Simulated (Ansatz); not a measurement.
**Calculated 14N nuclear quadrupole resonance for ZnPtC₆N₆**

Cell: a structure deposited in the COD whose atoms were relaxed with PBE, the cell held.

Space group Fm-3m (No. 225); a = 10.5234 Å.

| site | Wyckoff | site symmetry | x | y | z |
| --- | --- | --- | --- | --- | --- |
| Zn | 4b | m-3m | 0.5000 | 0.5000 | 0.5000 |
| Pt | 4a | m-3m | 0.0000 | 0.0000 | 0.0000 |
| C | 24e | 4m.m | 0.5000 | 0.5000 | 0.1902 |
| N | 24e | 4m.m | 0.5000 | 0.5000 | 0.3001 |

One atom of each set is listed; the run and its k-mesh use a cell of 14 atoms with edges of 7.44, 7.44, 7.44 Å.

Method: Kohn–Sham DFT in Ansatz, PBE, plane waves and PAW, scalar-relativistic, 420 eV cutoff, Γ-centred 5×5×5 k-points, Fermi–Dirac smearing 0.05 eV.

14N: I = 1, Q = 20.44 mb (year-2017 value). Static lattice, zero field.

Problem. At which frequencies do the 14N NQR lines lie?

Solution. For I = 1 the lines are ν± = (3/4)|C_Q|(1 ± η/3) and ν₀ = |C_Q|η/2.

```
site  atoms  V_zz (10²¹ V/m²)  C_Q (MHz)     η  line frequencies (MHz)
   N      6             -5.82      -2.87  0.00                    2.16
```

An axis of threefold or higher order runs through N, so V_zz lies along it and η is zero.

The database entry as given showed forces above 3 eV/Å or a pressure above 30 GPa, though relaxing it moves no atom far.

The relaxation (5 steps) took 53 s of wall time (53 s of CPU time) and 0.65 GiB at its peak, on 1 thread of Arm Neoverse V2 (aarch64; 28 cores open to the job, memory cap 3.0 GiB, no GPU), a shared host with a load of 0.8 a core.
